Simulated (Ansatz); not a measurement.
The following input was run with Ansatz 0.2.0.

```yaml
crystal:
  lattice:
    - [7.7250769233, 0.0, 0.0]
    - [-3.8625384617, 6.6901128618, 0.0]
    - [0.0, 0.0, 5.6728404273]
  atoms:
    - { symbol: Sr, position: [0.9034811225, 0.6508666466, 0.25] }
    - { symbol: Sr, position: [0.7473855241, 0.0965188775, 0.25] }
    - { symbol: Sr, position: [0.3491333534, 0.2526144759, 0.25] }
    - { symbol: Sr, position: [0.0965188775, 0.3491333534, 0.75] }
    - { symbol: Sr, position: [0.2526144759, 0.9034811225, 0.75] }
    - { symbol: Sr, position: [0.6508666466, 0.7473855241, 0.75] }
    - { symbol: W, position: [0.6666666667, 0.3333333333, 0.75] }
    - { symbol: W, position: [0.3333333333, 0.6666666667, 0.25] }
    - { symbol: "N", position: [0.8631523282, 0.5768963442, 0.75] }
    - { symbol: "N", position: [0.7137440161, 0.1368476718, 0.75] }
    - { symbol: "N", position: [0.4231036558, 0.2862559839, 0.75] }
    - { symbol: "N", position: [0.1368476718, 0.4231036558, 0.25] }
    - { symbol: "N", position: [0.2862559839, 0.8631523282, 0.25] }
    - { symbol: "N", position: [0.5768963442, 0.7137440161, 0.25] }
basis:
  ecutwfc: 420
kpoints:
  mp_grid: { grid: [6, 6, 8] }
hamiltonian:
  xc: pbesol
scf:
  occupations: { method: gaussian, width: 0.1 }
output:
  forces: true
  stress: true
  eigenvalues: true
```

It can be run as
```bash
ansatz run input.yaml --threads 2 --pin off --backend cpu --events-out ev --progress --plain --runs-dir out  # memory cap (--max-ram) not shown
```

Computed with DFT PBEsol, scalar-relativistic, plane waves, PAW in Ansatz 0.2.0.

Part of what the program printed, abridged:

```
Pseudopotentials: kind: paw
Pseudopotential: Sr, paw, valence charge 10, recommended cutoff 420 eV (normal)
Pseudopotential: W, paw, valence charge 14, recommended cutoff 420 eV (normal)
Pseudopotential: N, paw, valence charge 5, recommended cutoff 420 eV (normal)
Functional definition: PBEsol
Crystal: 14 atoms, lattice volume = 293.182 Å³
Basis set: ecut = 420 eV, 5653 PW (Γ), exchange–correlation on 108×108×80 points (8 copies of the dense FFT grid, shifted against one another)
Bands: 73, of which v1, the nominal top of the filled ones, is band 59 counted from 1 (58 counted from 0)
Symmetry: 12 space group operations
Space group: P63/m (ITA 176), of the structure as read, at distance tolerance 6.6e-5 Å
k-points: 40 of 288
Initial density: superposition of atomic densities (neutral atoms: chi_scale 0, normalization atom), corrected by the library's trained network
Initial wavefunctions: pseudopotential atomic-orbital guess
Functional: x = pbesol(κ = 0.804, μ = 0.12345679), c = pbesol(β = 0.046)
SCF iter   1: F=—  HF=-43746.911646 eV  |F-HF|=—  |Δ(HF+E_count)|=         —  Δρ=1.19e-2  dr2=6.80e-1  ethr=1.77e-3  ⟨swp⟩=10.5  Hψ=15841  notcnv=0  defer=3
SCF iter   2: F=—  HF=-43746.798461 eV  |F-HF|=—  |Δ(HF+E_count)|=   1.13e-1  Δρ=4.16e-3  dr2=9.45e-2  ethr=5.77e-4  ⟨swp⟩=2.4  Hψ=4481  notcnv=0  defer=245
SCF iter   3: F=—  HF=-43746.783900 eV  |F-HF|=—  |Δ(HF+E_count)|=   1.46e-2  Δρ=2.32e-3  dr2=3.92e-2  ethr=8.01e-5  ⟨swp⟩=2.0  Hψ=3420  notcnv=0  defer=245
SCF iter   4: F=—  HF=-43746.775864 eV  |F-HF|=—  |Δ(HF+E_count)|=   8.04e-3  Δρ=8.20e-4  dr2=7.10e-3  ethr=3.32e-5  ⟨swp⟩=2.0  Hψ=3478  notcnv=0  defer=245
SCF iter   5: F=—  HF=-43746.774418 eV  |F-HF|=—  |Δ(HF+E_count)|=   1.45e-3  Δρ=2.25e-4  dr2=5.59e-4  ethr=6.02e-6  ⟨swp⟩=2.5  Hψ=3946  notcnv=0  defer=245
SCF iter   6: F=—  HF=-43746.774321 eV  |F-HF|=—  |Δ(HF+E_count)|=   9.72e-5  Δρ=7.72e-5  dr2=6.07e-5  ethr=4.74e-7  ⟨swp⟩=2.0  Hψ=3389  notcnv=0  defer=245
SCF iter   7: F=—  HF=-43746.774099 eV  |F-HF|=—  |Δ(HF+E_count)|=   2.22e-4  Δρ=2.60e-5  dr2=5.63e-6  ethr=5.14e-8  ⟨swp⟩=2.4  Hψ=4207  notcnv=0  defer=286
SCF iter   8: F=—  HF=-43746.774097 eV  |F-HF|=—  |Δ(HF+E_count)|=   1.21e-6  Δρ=7.71e-6  dr2=3.70e-7  ethr=4.77e-9  ⟨swp⟩=2.4  Hψ=4096  notcnv=0  defer=286
SCF iter   9: F=-43746.774097 eV  HF=-43746.774097 eV  |F-HF|=2.85e-9  |Δ(HF+E_count)|=   4.22e-8  Δρ=2.12e-6  dr2=1.73e-8  ethr=8.47e-11  ⟨swp⟩=14.7  Hψ=16012  notcnv=0
SCF 1 converged in 9 iterations: F = -43746.774097 eV  dr2 = 1.73e-8
SCF converged after 9 iterations
Free energy (F): -43746.774097 eV
Harris-Foulkes:  -43746.774097 eV  (|F-HF|=2.85e-9)
Internal energy: -43746.759750 eV  (E = F + TS)
E sigma→0 (E₀):  -43746.766924 eV
Entropy (-TS):   -0.014347 eV (-1.025 meV/atom)
Fermi energy:    9.817716 eV
--- Per-component energies (eV) ---
  E_band       = -994.198853
  E_kinetic    = 3166.816821
  E_local      = -8517.977122  (includes V_loc(G=0)·N_el)
  E_nonlocal   = 1508.276661
  E_hartree    = 2686.876250
  E_xc         = -1919.658336
  E_vxc        = -1904.643781  (∫ρ·V_xc dr)
  E_paw        = -33475.691291  (= ΣΔE_a)
  E_vpaw       = -620.426650  (= ΣTr[D̂ρ^β])
  E_aug_tail   = 0.000378  (compensation charges beyond the density's cutoff)
  E_ewald      = -7196.821374
  E_core_change = 1.418262  (= ΣΔE_core)
  E_smearing   = -0.014347  (= −TS)
--- Forces (eV/Å), atoms counted from 1 ---
  atom   1  Sr    -0.36178955    -0.08071117     0.00000000
  atom   2  Sr     0.11099685     0.35367453     0.00000000
  atom   3  Sr     0.25079270    -0.27296335     0.00000000
  atom   4  Sr     0.36178955     0.08071117     0.00000000
  atom   5  Sr    -0.11099685    -0.35367453     0.00000000
  atom   6  Sr    -0.25079270     0.27296335     0.00000000
  atom   7  W      0.00000000     0.00000000     0.00000000
  atom   8  W      0.00000000     0.00000000     0.00000000
  atom   9  N      2.46829218     5.90671824     0.00000000
  atom  10  N      3.88122196    -5.09096285     0.00000000
  atom  11  N     -6.34951414    -0.81575539     0.00000000
  atom  12  N     -2.46829218    -5.90671824     0.00000000
  atom  13  N     -3.88122196     5.09096285     0.00000000
  atom  14  N      6.34951414     0.81575539     0.00000000
--- Stress (GPa, compression-positive) ---
       17.686114       0.000000       0.000000
        0.000000      17.686114       0.000000
        0.000000       0.000000      -5.967767
  P = ⅓ Tr σ = 9.8015 GPa (98.015 kbar)
--- Band table (eV; the first three rows and the last of 40) ---
  k-point 0: bands = ["-64.1634", "-64.1634", "-29.1027", "-29.1027", "-29.1021", "-29.1021", "-28.4087", "-28.4084", "-25.8616", "-25.8192", "-25.8192", "-25.7966", "-25.7926", "-25.7926", "-8.2306", "-8.1742", "-8.1473", "-8.1207", "-8.1207", "-8.0504", "-8.0504", "-8.0482", "-8.0482", "-7.8710", "-7.8668", "-7.8668", "-7.8124", "-7.8124", "-7.7971", "-7.7589", "-7.7589", "-7.7509", "-5.1517", "-4.9835", "-3.7596", "-3.7596", "-3.7428", "-3.7428", "4.3301", "4.3301", "4.5587", "4.5587", "4.9519", "4.9519", "5.0434", "5.2422", "5.2422", "5.3240", "6.2609", "6.6494", "6.8606", "6.8606", "6.9232", "6.9232", "7.1470", "7.3946", "7.5439", "7.6233", "9.6373", "10.1564", "11.2922", "11.2922", "11 ...
  k-point 1: bands = ["-64.1634", "-64.1634", "-29.1027", "-29.1027", "-29.1021", "-29.1021", "-28.4088", "-28.4085", "-25.8590", "-25.8182", "-25.8182", "-25.7989", "-25.7937", "-25.7937", "-8.2612", "-8.1847", "-8.1847", "-8.1474", "-8.1298", "-8.0962", "-8.0962", "-7.9785", "-7.9785", "-7.8730", "-7.8400", "-7.8400", "-7.8245", "-7.8098", "-7.8098", "-7.7609", "-7.7553", "-7.7553", "-5.1171", "-4.9682", "-3.7405", "-3.7405", "-3.7262", "-3.7262", "4.3281", "4.3281", "4.5463", "4.5463", "4.9049", "4.9049", "5.0424", "5.1918", "5.1918", "5.3286", "6.1899", "6.5536", "6.8643", "6.8643", "6.9346", "6.9346", "7.1722", "7.3917", "7.5792", "7.6766", "9.6332", "10.1934", "11.2232", "11.2232", "11 ...
  k-point 2: bands = ["-64.1634", "-64.1634", "-29.1026", "-29.1026", "-29.1022", "-29.1022", "-28.4089", "-28.4087", "-25.8517", "-25.8154", "-25.8154", "-25.8058", "-25.7966", "-25.7966", "-8.2858", "-8.2547", "-8.2547", "-8.1791", "-8.1791", "-8.1554", "-8.0624", "-7.8914", "-7.8914", "-7.8847", "-7.8790", "-7.8097", "-7.8097", "-7.8021", "-7.8021", "-7.7893", "-7.7447", "-7.7447", "-5.0344", "-4.9318", "-3.6941", "-3.6941", "-3.6856", "-3.6856", "4.3250", "4.3250", "4.5028", "4.5028", "4.8154", "4.8154", "5.0520", "5.0654", "5.0654", "5.3335", "6.0308", "6.3458", "6.8752", "6.8752", "6.9502", "6.9502", "7.1990", "7.3539", "7.7021", "7.8235", "9.6139", "10.2925", "11.0613", "11.1067", "11 ...
  k-point 39: bands = ["-64.1634", "-64.1634", "-29.1024", "-29.1024", "-29.1024", "-29.1024", "-28.4090", "-28.4090", "-25.8214", "-25.8214", "-25.8117", "-25.8117", "-25.8071", "-25.8071", "-8.4084", "-8.4084", "-8.2693", "-8.2693", "-8.1548", "-8.1548", "-7.9289", "-7.9289", "-7.9268", "-7.9268", "-7.8622", "-7.8622", "-7.7838", "-7.7838", "-7.7516", "-7.7516", "-7.7431", "-7.7431", "-4.6561", "-4.6561", "-3.7405", "-3.7405", "-3.6451", "-3.6451", "3.9809", "3.9809", "4.1671", "4.1671", "4.7346", "4.7346", "4.8722", "4.8722", "5.3448", "5.3448", "5.8038", "5.8038", "6.9046", "6.9046", "7.3286", "7.3286", "7.3455", "7.3455", "8.0095", "8.0095", "9.9110", "9.9110", "10.1091", "10.1091", "11 ...
```

The calculation finished and met its thresholds.

Spin–orbit coupling is left out, which can shift energies with elements as heavy as these.